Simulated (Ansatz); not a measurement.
Consider the following.

Starting cell, SiC (wurtzite):

```
CELL_PARAMETERS angstrom
      6.18391     0.00000     0.00000
     -1.54598     2.67771     0.00000
      0.00000     0.00000     5.07427
ATOMIC_POSITIONS crystal
  Si 0.33333 0.33333 0.00052
  Si 0.83333 0.33333 0.00052
  Si 0.16667 0.66667 0.50052
  Si 0.66667 0.66667 0.50052
  C  0.33333 0.33333 0.62468
  C  0.83333 0.33333 0.62468
  C  0.16667 0.66667 0.12468
  C  0.66667 0.66667 0.12468
```

The atoms are displaced by Q × the pattern below (from a DFPT mode at M = (0.5, 0.0, 0.0), largest move 1; Q in Å), at fixed cell. (q is in reciprocal vectors of the primitive cell; the cell shown is doubled to hold the pattern.)

```json
[
 {"atom": "Si1", "x": "0.027", "y": "0.016", "z": "-0.158"},
 {"atom": "Si2", "x": "-0.027", "y": "-0.016", "z": "0.158"},
 {"atom": "Si3", "x": "0.027", "y": "0.016", "z": "0.158"},
 {"atom": "Si4", "x": "-0.027", "y": "-0.016", "z": "-0.158"},
 {"atom": "C5", "x": "-0.818", "y": "-0.472", "z": "0.329"},
 {"atom": "C6", "x": "0.818", "y": "0.472", "z": "-0.329"},
 {"atom": "C7", "x": "-0.818", "y": "-0.472", "z": "-0.329"},
 {"atom": "C8", "x": "0.818", "y": "0.472", "z": "0.329"}
]
```

Method: PBE (plane waves to 420 eV, PAW, scalar-relativistic; Ansatz, an electronic-structure program). k mesh 6×12×7 (Γ-centred), Fermi-Dirac smearing 0.05 eV. Energies are smeared free energies. SiC was relaxed with its symmetry unable to fall. The zero of ΔE is the undisplaced structure.

The scan covers Q from -0.100 to 0.100 Å in 13 points.

Is this a single well or a double well?

A single well with its minimum at or next to zero displacement.

Which space group does the distorted structure have?

Pmc2_1 (No. 26), lowered from P6_3mc.

What is the energy change at Q = 0.100 Å?

655 meV/cell.

What harmonic wavenumber does the curvature at Q = 0 give?

834 cm⁻¹.

(A displaced cell: forces are minus the slopes of the energy, force constants its curvatures, and phonons follow from these.)
